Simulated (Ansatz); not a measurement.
Starting cell, MgB$_{2}$ (AlB2 type, space group P6/mmm):

```
MgB2
1.0
    3.07432     0.00000     0.00000
   -1.53716     2.66244     0.00000
    0.00000     0.00000     7.05507
Mg B
2 4
Direct
  0.00000   0.00000   0.00000
  0.00000   0.00000   0.50000
  0.33333   0.66667   0.25000
  0.33333   0.66667   0.75000
  0.66667   0.33333   0.25000
  0.66667   0.33333   0.75000
```

The atoms are displaced by Q × the pattern below (from a DFPT mode at A = (0.0, 0.0, 0.5), largest move 1; Q in Å), at fixed cell. (q is in reciprocal vectors of the primitive cell; the cell shown is doubled to hold the pattern.)

```json
[
 {"atom": "Mg1", "x": "0.000", "y": "0.000", "z": "1.000"},
 {"atom": "Mg2", "x": "0.000", "y": "0.000", "z": "-1.000"}
]
```

Atoms not listed stay in place.

Calculation: PBE (plane waves to 420 eV, PAW, scalar-relativistic; Ansatz, a quantum-chemistry and plane-wave program). k mesh 17×17×7 (Γ-centred), Fermi-Dirac smearing 0.05 eV. The energy includes the smearing's −TS. With partly filled bands, energies and forces of such displacements shift with the k mesh and the smearing. MgB2 was relaxed with its symmetry unable to fall. ΔE is measured from the undisplaced structure. The last digit holds for this mesh only.

```json
[
 {"Q (Å)": "-0.180", "ΔE (meV/cell)": "287.8"},
 {"Q (Å)": "-0.150", "ΔE (meV/cell)": "200.1"},
 {"Q (Å)": "-0.120", "ΔE (meV/cell)": "128.4"},
 {"Q (Å)": "-0.090", "ΔE (meV/cell)": "withheld"},
 {"Q (Å)": "-0.060", "ΔE (meV/cell)": "32.2"},
 {"Q (Å)": "-0.030", "ΔE (meV/cell)": "8.0"},
 {"Q (Å)": "0.000", "ΔE (meV/cell)": "0.0"},
 {"Q (Å)": "0.030", "ΔE (meV/cell)": "8.0"},
 {"Q (Å)": "0.060", "ΔE (meV/cell)": "32.2"},
 {"Q (Å)": "0.090", "ΔE (meV/cell)": "withheld"},
 {"Q (Å)": "0.120", "ΔE (meV/cell)": "128.4"},
 {"Q (Å)": "0.150", "ΔE (meV/cell)": "200.1"},
 {"Q (Å)": "0.180", "ΔE (meV/cell)": "287.8"}
]
```

Question: Fit an even polynomial form (powers 2, 4) to the given rows and predict ΔE at Q = 0.090.

Answer: Least squares on the 11 given rows: ΔE = (8935)·Q² + (-1662)·Q⁴, in meV/cell with Q in Å; root-mean-square residual 0.06 meV/cell. At 0.090 the fit gives 72.3 meV/cell; the calculation gives 72.4 meV/cell, so the interpolation is off by -0.1 (-0.1 %). The quadratic term alone would give 72.4 meV/cell.

(A displaced cell: forces are minus the slopes of the energy, force constants its curvatures, and phonons follow from these.)
